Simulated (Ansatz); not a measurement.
All numbers below come from DFT PBE, scalar-relativistic, plane waves, PAW in Ansatz 0.2.0. Cutoff 420 eV, Γ-centred meshes of about 0.25 Å⁻¹ or finer for metals and 0.3 Å⁻¹ for insulators (2π included), Gaussian smearing. No spin polarisation.

A search over trial structures of AlIn₃Sb₂N₂ gave this relaxed cell.

```
CELL_PARAMETERS angstrom
3.29853 0.00000 0.00000
-1.64926 2.85661 0.00000
0.00000 0.00000 18.07467
ATOMIC_POSITIONS crystal
Al 0.33333 0.66667 0.02300
In 0.66667 0.33333 0.86781
In 0.33333 0.66667 0.52695
In 0.66667 0.33333 0.17752
Sb 0.33333 0.66667 0.69665
Sb 0.66667 0.33333 0.33794
N 0.66667 0.33333 0.99315
N 0.33333 0.66667 0.12698
```

Wave vectors count in units of this cell's reciprocal vectors.

Q: Is this structure dynamically stable, and if not, what does it turn into?

A: No. The phonons on a 3×3×1 q mesh of the computed 8-atom cell go imaginary, to 72i cm⁻¹ at q = (0.33, 0.33, 0.00). (Phonon run: 12×12×2 k mesh, Gaussian smearing of 0.10 eV.) With atoms moved at random and symmetry off, it falls by 35 meV/atom into Cm (No. 8). Conventional cell: a = 5.751 Å, b = 3.251 Å, c = 18.067 Å, β = 90.0°. Al is surrounded by 4 N at 1.89–1.98 Å; In on its first site has 1 N at 2.26 Å and 1 Sb at 3.19 Å; Sb on its first site has 2 In at 3.09–3.19 Å and 6 Sb at 3.25–3.30 Å; N on its first site is surrounded by 3 Al at 1.96–1.98 Å and 1 In at 2.26 Å; 4 more sites not described.

```xyz
8
Lattice="2.8755 -1.6256 0.0000 2.8755 1.6256 0.0000 -0.0033 0.0000 18.0668" Properties=species:S:1:pos:R:3 pbc="T T T"
Al    2.1585    0.0000   17.6360
In    4.0667    0.0000    2.3561
In    4.0612    0.0000    8.6370
In    4.0688    0.0000   14.8360
Sb    4.0684    0.0000    5.5488
Sb    4.0650    0.0000   11.9287
N     4.0690    0.0000    0.0946
N     2.1726    0.0000   15.7469
```

No dispersion correction is applied, so the spacing and binding between layers, chains or molecules are poorly described. Spin–orbit coupling, which can matter for Sb, is left out. Phonons of metals hang on the k mesh and the smearing.
